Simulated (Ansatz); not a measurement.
AlIr (rock salt, Fm-3m), a = 4.9991 Å, b = 4.9991 Å, c = 4.9991 Å, α = 90.00°, β = 90.00°, γ = 90.00°; the cell used has 2 atoms.

Relaxed with PBEsol.

Problem. Which orbitals make up the states near the Fermi level in DFT-PBEsol in the program Ansatz with PAW potentials?

Solution. Within 0.5 eV of the Fermi level: Ir 5d 70 %, Ir 6s 14 %, Al 3p 11 %. Projections are on Löwdin-orthogonalised atomic valence shells; empty p or d shells of many metals are not among them.

Problem. Tabulate the density of states.

Solution. States/eV per cell of 2 atoms, in 0.25 eV bins, energy from the Fermi level.

| E (eV) | total | Ir 5d | Al 3p | Al 3s |
|---|---|---|---|---|
| -7.85 | 0.29 | 0.01 | 0.10 | 0.09 |
| -7.60 | 0.33 | 0.02 | 0.11 | 0.10 |
| -7.35 | 0.37 | 0.03 | 0.13 | 0.11 |
| -7.10 | 0.41 | 0.04 | 0.14 | 0.13 |
| -6.85 | 0.48 | 0.07 | 0.16 | 0.14 |
| -6.60 | 0.59 | 0.12 | 0.18 | 0.18 |
| -6.35 | 0.83 | 0.25 | 0.19 | 0.25 |
| -6.10 | 0.91 | 0.30 | 0.22 | 0.27 |
| -5.85 | 0.93 | 0.35 | 0.20 | 0.28 |
| -5.60 | 1.10 | 0.49 | 0.15 | 0.39 |
| -5.35 | 0.49 | 0.21 | 0.07 | 0.18 |
| -5.10 | 0.12 | 0.05 | 0.02 | 0.05 |
| -4.85 | 0.62 | 0.24 | 0.13 | 0.21 |
| -4.60 | 0.95 | 0.42 | 0.24 | 0.22 |
| -4.35 | 1.07 | 0.56 | 0.27 | 0.17 |
| -4.10 | 1.29 | 0.77 | 0.31 | 0.14 |
| -3.85 | 1.98 | 1.45 | 0.35 | 0.11 |
| -3.60 | 1.97 | 1.41 | 0.43 | 0.07 |
| -3.35 | 5.32 | 3.69 | 1.43 | 0.09 |
| -3.10 | 2.77 | 2.18 | 0.53 | 0.02 |
| -2.85 | 3.28 | 2.67 | 0.55 | 0.01 |
| -2.60 | 2.24 | 1.90 | 0.30 | 0.01 |
| -2.35 | 1.41 | 1.24 | 0.14 | 0.01 |
| -2.10 | 1.20 | 1.10 | 0.08 | 0.00 |
| -1.85 | 1.18 | 1.11 | 0.05 | 0.00 |
| -1.60 | 1.23 | 1.17 | 0.03 | 0.01 |
| -1.35 | 1.32 | 1.25 | 0.04 | 0.01 |
| -1.10 | 1.74 | 1.65 | 0.05 | 0.02 |
| -0.85 | 3.28 | 3.07 | 0.10 | 0.03 |
| -0.60 | 3.11 | 2.68 | 0.17 | 0.04 |
| -0.35 | 3.06 | 2.39 | 0.24 | 0.06 |
| -0.10 | 0.86 | 0.56 | 0.10 | 0.01 |
| 0.15 | 0.68 | 0.39 | 0.11 | 0.03 |
| 0.40 | 1.07 | 0.56 | 0.24 | 0.07 |
| 0.65 | 0.93 | 0.43 | 0.25 | 0.09 |
| 0.90 | 0.89 | 0.36 | 0.25 | 0.10 |
| 1.15 | 0.81 | 0.29 | 0.23 | 0.12 |
| 1.40 | 0.61 | 0.19 | 0.14 | 0.13 |
| 1.65 | 0.47 | 0.12 | 0.14 | 0.09 |
| 1.90 | 0.58 | 0.15 | 0.22 | 0.10 |
| 2.15 | 0.81 | 0.19 | 0.38 | 0.12 |
| 2.40 | 0.72 | 0.16 | 0.35 | 0.10 |
| 2.65 | 0.70 | 0.15 | 0.36 | 0.09 |
| 2.90 | 0.72 | 0.15 | 0.38 | 0.10 |
| 3.15 | 0.76 | 0.15 | 0.39 | 0.11 |
| 3.40 | 0.85 | 0.18 | 0.41 | 0.14 |
| 3.65 | 0.85 | 0.17 | 0.43 | 0.14 |
| 3.90 | 0.84 | 0.16 | 0.43 | 0.13 |
| 4.15 | 0.83 | 0.15 | 0.44 | 0.12 |
| 4.40 | 0.82 | 0.14 | 0.44 | 0.11 |
| 4.65 | 0.81 | 0.13 | 0.44 | 0.10 |

The start of the workflow was typed in or built on a structure type; neither database checked (COD, Materials Project) lists it. Whether it is the stable phase at ambient conditions was not checked. Symmetry was held in the PBEsol relaxation. At this level the phase is mechanically unstable. No spin polarisation was allowed. Scalar-relativistic: spin–orbit coupling is off unless named, which matters more the heavier the elements.

Potentials: the earlier of the program's two PAW sets. The files were generated under PBE; for other functionals the program regenerates the frozen cores, and for LDA and PBEsol the local potential too.
